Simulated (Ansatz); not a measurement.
Geometry optimisation in Ansatz: input, command and trajectory.

```yaml
crystal:
  lattice:
    - [3.9406143239, 0.0, 0.0]
    - [-1.970307162, 3.4126721111, 0.0]
    - [0.0, 0.0, 3.8434726437]
  atoms:
    - { symbol: Ba, position: [0.0, 0.0, 0.0] }
    - { symbol: Hf, position: [0.6666666667, 0.3333333333, 0.5] }
basis:
  ecutwfc: 420
kpoints:
  mp_grid: { grid: [6, 6, 4] }
hamiltonian:
  xc: pbe
scf:
  occupations: { method: gaussian, width: 0.1 }
  lower_state_search: "off"
output:
  forces: true
  stress: true
  eigenvalues: true
relax:
  adjacent_minimum: "off"
  f_tol: 0.04
  max_steps: 70
  cell: { stress_tol: 0.4 }
```

```bash
ansatz run input.yaml --threads 1 --pin off --max-ram 2560MiB --backend cpu --events-out ev --progress --plain --runs-dir out
```

The calculation used Ansatz 0.2.0, DFT PBE, scalar-relativistic, plane waves, PAW.

Of 18 frames 10 are shown, positions in Å and forces in eV/Å; the SCF threshold varies from step to step. Steps run on the plane waves of an earlier cell, with a Pulay correction in the pressure. The basis is chosen afresh for the last frame, the zero of the energies, and at times for earlier ones too; energy and pressure step there, also at an unchanged geometry. Here that happened at step 12 (-93 meV/atom, 3.3 GPa); the frames before carry an error of that size.

```xyz
2
Lattice="3.9406 0.0000 0.0000 -1.9703 3.4127 0.0000 0.0000 0.0000 3.8435" Properties=species:S:1:pos:R:3:forces:R:3 pbc="T T T" step=1 free_energy_over_end_meV_per_atom=1098.77 pressure_GPa=15.27
Ba    0.0000    0.0000    0.0000    0.0000    0.0000    0.0000
Hf    1.9703    1.1376    1.9217    0.0000    0.0000    0.0000
2
Lattice="4.0727 0.0000 0.0000 -2.0364 3.5271 0.0000 0.0000 0.0000 4.2204" Properties=species:S:1:pos:R:3:forces:R:3 pbc="T T T" step=3 free_energy_over_end_meV_per_atom=744.21 pressure_GPa=5.55
Ba    0.0000    0.0000    0.0000    0.0000    0.0000    0.0000
Hf    2.0364    1.1757    2.1102    0.0000    0.0000    0.0000
2
Lattice="4.0558 0.0000 0.0000 -2.0279 3.5124 0.0000 0.0000 0.0000 4.5950" Properties=species:S:1:pos:R:3:forces:R:3 pbc="T T T" step=5 free_energy_over_end_meV_per_atom=554.24 pressure_GPa=2.22
Ba    0.0000    0.0000    0.0000    0.0000    0.0000    0.0000
Hf    2.0279    1.1708    2.2975    0.0000    0.0000    0.0000
2
Lattice="3.9196 0.0000 0.0000 -1.9598 3.3944 0.0000 0.0000 0.0000 4.9697" Properties=species:S:1:pos:R:3:forces:R:3 pbc="T T T" step=7 free_energy_over_end_meV_per_atom=364.43 pressure_GPa=-0.41
Ba    0.0000    0.0000    0.0000    0.0000    0.0000    0.0000
Hf    1.9598    1.1315    2.4849    0.0000    0.0000    0.0000
2
Lattice="3.5862 0.0000 0.0000 -1.7931 3.1057 0.0000 0.0000 0.0000 5.3405" Properties=species:S:1:pos:R:3:forces:R:3 pbc="T T T" step=9 free_energy_over_end_meV_per_atom=205.02 pressure_GPa=-0.60
Ba    0.0000    0.0000    0.0000    0.0000    0.0000    0.0000
Hf    1.7931    1.0352    2.6703    0.0000    0.0000    0.0000
2
Lattice="3.5589 0.0000 0.0000 -1.7794 3.0821 0.0000 0.0000 0.0000 5.3207" Properties=species:S:1:pos:R:3:forces:R:3 pbc="T T T" step=10 free_energy_over_end_meV_per_atom=204.30 pressure_GPa=0.32
Ba    0.0000    0.0000    0.0000    0.0000    0.0000    0.0000
Hf    1.7794    1.0274    2.6603    0.0000    0.0000    0.0000
2
Lattice="3.5617 0.0000 0.0000 -1.7809 3.0845 0.0000 0.0000 0.0000 5.3361" Properties=species:S:1:pos:R:3:forces:R:3 pbc="T T T" step=12 free_energy_over_end_meV_per_atom=111.47 pressure_GPa=3.25
Ba    0.0000    0.0000    0.0000    0.0000    0.0000    0.0000
Hf    1.7809    1.0282    2.6680    0.0000    0.0000    0.0000
2
Lattice="3.5286 0.0000 0.0000 -1.7643 3.0559 0.0000 0.0000 0.0000 5.7088" Properties=species:S:1:pos:R:3:forces:R:3 pbc="T T T" step=14 free_energy_over_end_meV_per_atom=33.37 pressure_GPa=1.11
Ba    0.0000    0.0000    0.0000    0.0000    0.0000    0.0000
Hf    1.7643    1.0186    2.8544    0.0000    0.0000    0.0000
2
Lattice="3.4446 0.0000 0.0000 -1.7223 2.9831 0.0000 0.0000 0.0000 6.0835" Properties=species:S:1:pos:R:3:forces:R:3 pbc="T T T" step=16 free_energy_over_end_meV_per_atom=2.50 pressure_GPa=0.04
Ba    0.0000    0.0000    0.0000    0.0000    0.0000    0.0000
Hf    1.7223    0.9944    3.0418    0.0000    0.0000    0.0000
2
Lattice="3.4107 0.0000 0.0000 -1.7053 2.9537 0.0000 0.0000 0.0000 6.1675" Properties=species:S:1:pos:R:3:forces:R:3 pbc="T T T" step=18 free_energy_over_end_meV_per_atom=0.00 pressure_GPa=0.07
Ba    0.0000    0.0000    0.0000    0.0000    0.0000    0.0000
Hf    1.7053    0.9846    3.0838    0.0000    0.0000    0.0000
```

The start puts this composition into another compound's structure type, which needn't suit it. At the end the space group is P-6m2 (tolerance 0.05 Å).

Time: 54 s on 1 thread of Arm Neoverse V2, with other jobs on the host, peak memory 0.35 GiB.

The k mesh is coarse. Spin–orbit coupling is left out, which can shift energies with elements as heavy as these.